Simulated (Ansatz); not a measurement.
Total density of states per atom from DFT-r²SCAN in the program Ansatz with PAW potentials, in 0.25 eV bins, energy from the Fermi level:

(E (eV), states/eV/atom): (-7.85, 0.14); (-7.60, 0.14); (-7.35, 0.15); (-7.10, 0.19); (-6.85, 0.22); (-6.60, 0.29); (-6.35, 0.34); (-6.10, 0.32); (-5.85, 0.43); (-5.60, 0.28); (-5.35, 0.25); (-5.10, 0.41); (-4.85, 0.46); (-4.60, 0.40); (-4.35, 0.28); (-4.10, 0.36); (-3.85, 0.47); (-3.60, 0.44); (-3.35, 0.43); (-3.10, 0.29); (-2.85, 0.14); (-2.60, 0.10); (-2.35, 0.12); (-2.10, 0.07); (-1.85, 0.07); (-1.60, 0.05); (-1.35, 0.05); (-1.10, 0.06); (-0.85, 0.07); (-0.60, 0.08); (-0.35, 0.10); (-0.10, 0.11); (0.15, 0.11); (0.40, 0.13); (0.65, 0.17); (0.90, 0.18); (1.15, 0.28); (1.40, 0.36); (1.65, 0.29); (1.90, 0.50); (2.15, 0.63); (2.40, 0.80); (2.65, 0.64); (2.90, 0.64); (3.15, 0.51); (3.40, 0.28); (3.65, 0.27); (3.90, 0.49); (4.15, 0.47); (4.40, 0.45); (4.65, 0.30)

Q: Which of these materials gives this?
(A) YSnGe, Cmcm (Y on 4c, Sn on 4c, Ge on 4c)
(B) YB6, Pm-3m (Y on 1a, B on 6f)
(C) LaBPd3, cubic perovskite
(D) YIn, CsCl type

A: B, YB6, Pm-3m (Y on 1a, B on 6f). Within 0.5 eV of the Fermi level: Y 4d 50 %, B 2p 45 %. Projections are on Löwdin-orthogonalised atomic valence shells; empty p or d shells of many metals are not among them.

The workflow started from a Materials Project entry (that database holds measured and hypothetical structures alike); the Crystallography Open Database files this formula in space group No. 221, but the cells were not matched. Whether it is the stable phase at ambient conditions was not checked. The cell was relaxed with r²SCAN under the symmetry of its start; of distortions, only those at the zone centre were tested. No spin polarisation was allowed. Scalar-relativistic: spin–orbit coupling is off unless named, which matters more the heavier the elements.

Potentials: the later of the program's two PAW sets.
